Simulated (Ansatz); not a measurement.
Cold compression of GdBi (zincblende type)

```
CELL_PARAMETERS angstrom
0.00000 3.48323 3.48323
3.48323 0.00000 3.48323
3.48323 3.48323 0.00000
ATOMIC_POSITIONS crystal
Gd 0.00000 0.00000 0.00000
Bi 0.25000 0.25000 0.25000
```

The cell comes from a relaxation on PAW files under the same functional, begun from a prototype that needn't be the stable phase.

Its volume is scaled at fixed shape and fractional positions.

Level of theory: DFT with LDA, scalar-relativistic, in Ansatz 0.2.0; a Γ-centred 11×11×11 k mesh, Fermi–Dirac smearing of 0.05 eV, spin-polarised from start moments Gd1 7 μB. LAPW: all electrons, basis error target 1 meV/atom; PAW: frozen-core files, cutoff 420 eV; crystal datasets: all electrons, by PAW datasets that the program makes for each cell; PAW (cutoff 800 eV): frozen-core files, cutoff 800 eV.

Energies are extrapolated to zero smearing and count from the unscaled cell; pressure is positive in compression; gaps take the mesh and a band path. No temperature or zero-point motion is included.

The open f shell is treated without a Hubbard term, so these are results of the method, and the state needn't be the lowest. Spin–orbit coupling is left out, which matters for the heavy atoms. The PAW files were made under PBE.

```json
{"V/V0": "1.00", "V (Å³/atom)": "42.26", "P LAPW (GPa)": "0.02", "ΔE LAPW (eV/atom)": "0.000", "P PAW − LAPW (GPa)": "-0.01", "ΔE PAW − LAPW (meV/atom)": "0.0", "moment (μB/cell)": "7.00", "gap (eV)": "0.67"}
{"V/V0": "0.92", "V (Å³/atom)": "38.88", "P LAPW (GPa)": "3.64", "ΔE LAPW (eV/atom)": "0.036", "P PAW − LAPW (GPa)": "-0.01", "ΔE PAW − LAPW (meV/atom)": "-0.2", "moment (μB/cell)": "7.00", "gap (eV)": "–"}
{"V/V0": "0.84", "V (Å³/atom)": "35.50", "P LAPW (GPa)": "9.15", "ΔE LAPW (eV/atom)": "0.167", "P PAW − LAPW (GPa)": "-0.01", "ΔE PAW − LAPW (meV/atom)": "-0.3", "moment (μB/cell)": "7.00", "gap (eV)": "–"}
{"V/V0": "0.76", "V (Å³/atom)": "32.12", "P LAPW (GPa)": "?", "ΔE LAPW (eV/atom)": "?", "P PAW − LAPW (GPa)": "?", "ΔE PAW − LAPW (meV/atom)": "?", "moment (μB/cell)": "?", "gap (eV)": "?"}
{"V/V0": "0.68", "V (Å³/atom)": "28.74", "P LAPW (GPa)": "31.0", "ΔE LAPW (eV/atom)": "0.945", "P PAW − LAPW (GPa)": "-0.02", "ΔE PAW − LAPW (meV/atom)": "-0.8", "moment (μB/cell)": "7.00", "gap (eV)": "–"}
{"V/V0": "0.60", "V (Å³/atom)": "25.36", "P LAPW (GPa)": "52.3", "ΔE LAPW (eV/atom)": "1.806", "P PAW − LAPW (GPa)": "-0.02", "ΔE PAW − LAPW (meV/atom)": "-1.2", "moment (μB/cell)": "7.00", "gap (eV)": "0.00"}
{"V/V0": "0.52", "V (Å³/atom)": "21.98", "P LAPW (GPa)": "88.5", "ΔE LAPW (eV/atom)": "3.256", "P PAW − LAPW (GPa)": "0.00", "ΔE PAW − LAPW (meV/atom)": "-1.5", "moment (μB/cell)": "6.99", "gap (eV)": "0.00"}
{"V/V0": "0.45", "V (Å³/atom)": "19.02", "P LAPW (GPa)": "144.8", "ΔE LAPW (eV/atom)": "5.362", "P PAW − LAPW (GPa)": "0.08", "ΔE PAW − LAPW (meV/atom)": "-0.9", "moment (μB/cell)": "6.94", "gap (eV)": "0.00"}
```

Q: Fit the Vinet equation to the LAPW pressures shown (residuals weighted by 1/(|P| + 0.03·Pmax)), and predict the pressure of the withheld row.

A: The fit gives V0 = 42.31 Å³/atom, B0 = 35.2 GPa and B0′ = 4.48. At 32.12 Å³/atom, x = (V/V0)^(1/3) = 0.9123, and P = 3·B0·(1 − x)/x²·exp[1.5·(B0′ − 1)·(1 − x)] = 17.61 GPa. The run itself gave 17.64 GPa (-0.2 % off) and ΔE = 0.443 eV/atom.

Q: At the smallest volume, how far do crystal datasets and PAW (cutoff 800 eV) lie from LAPW in pressure?

A: crystal datasets: 0.00 GPa; PAW (cutoff 800 eV): +0.02 GPa, on a LAPW pressure of 144.8 GPa.

Q: How do the Löwdin populations by LAPW change from the unscaled cell to the last row?

A: Gd 5s 1.97 → 1.85, Gd 6s 0.55 → 0.44, Gd 5p 5.97 → 5.82, Gd 5d 1.77 → 3.57, Gd 4f 7.16 → 7.24, Bi 5s 1.98 → 1.94, Bi 6s 1.65 → 1.31, Bi 6p 3.93 → 2.91, Bi 5d 9.98 → 9.90 electrons an atom. These are projections on the shells that the free atoms fill; 0.04 e a cell lies outside them at the start and 0.08 e at the end.
